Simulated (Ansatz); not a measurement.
Problem. Name crystals whose computed values (DFT-LDA in the program Ansatz with PAW potentials) fall in these windows: B₀ by P(V) fit (GPa) 120 to 160; highest Γ mode, no LO–TO term (cm⁻¹) 370 to 450; G_Hill (GPa) 46 to 55.

Solution. 

| crystal | B₀ by P(V) fit (GPa) | highest Γ mode, no LO–TO term (cm⁻¹) | G_Hill (GPa) |
|---|---|---|---|
| CuIr2S4, spinel | 140 | 420 | 50.8 |
| La2O3, La2O3 or Ni2Al3 type | 124 | 447 | 48.6 |
Others may fit too.

Standing as an ambient phase not checked: CuIr2S4, spinel. All cells were relaxed under the symmetry of their starts (and spin orders); stability against distortions was not tested throughout. Rows with no word on spin ran without spin polarisation. Spin–orbit coupling is left out wherever it is not named.

Potentials: the later of the program's two PAW sets.
